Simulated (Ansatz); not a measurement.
Level: PBE, no spin polarisation; 420 eV; 7×7×3 Γ-centred mesh; cold occupations (width 0.0215 eV); Ansatz 0.2.0, fixed geometry.

Computed maps in the lattice plane spanned by a (left to right, 4.04 Å, 12 points from zero) and b (bottom to top, 6.81 Å, 21 points from zero), 73° apart, at height 0.750 along c. The fields are smooth PAW ones with compensation charges, not the true ones near nuclei.

Valence density. Digits on a logarithmic scale: 0 up to 0.03 e/Å³, each further digit a factor of 1.6, 9 from 1.3 e/Å³ up:
```
887531002467
888753112478
758864212478
857875322468
888875322457
788765444456
666665677765
544445789986
643335899998
742235899999
852224799999
753223589999
643222357898
532222235666
222222222333
111222211111
000111110000
000000000000
110000000012
432100000233
654310001345
```

Task: The cell is LaTlS3. Which atoms lie within 0.2 Å of this plane, and where (fractions of a and b)?

Result: S at (0.08, 0.83), La at (0.75, 0.51). The whole cell:
```
CELL_PARAMETERS angstrom
4.03948 0.00000 0.00000
2.01974 -6.50221 0.00000
0.00000 0.00000 -9.79450
ATOMIC_POSITIONS crystal
Tl 0.00000 0.00000 0.00000
Tl 0.00000 0.00000 0.50000
S 0.35850 0.28300 0.93890
S 0.64150 0.71700 0.43890
S 0.64150 0.71700 0.06110
S 0.35850 0.28300 0.56110
S 0.08350 0.83300 0.75000
S 0.91650 0.16700 0.25000
La 0.74651 0.50698 0.75000
La 0.25349 0.49302 0.25000
```

Origin: a known structure type with other elements, at an estimated volume, so it need not be a known compound. Caveats: f levels without a U or exact exchange are poorly placed.
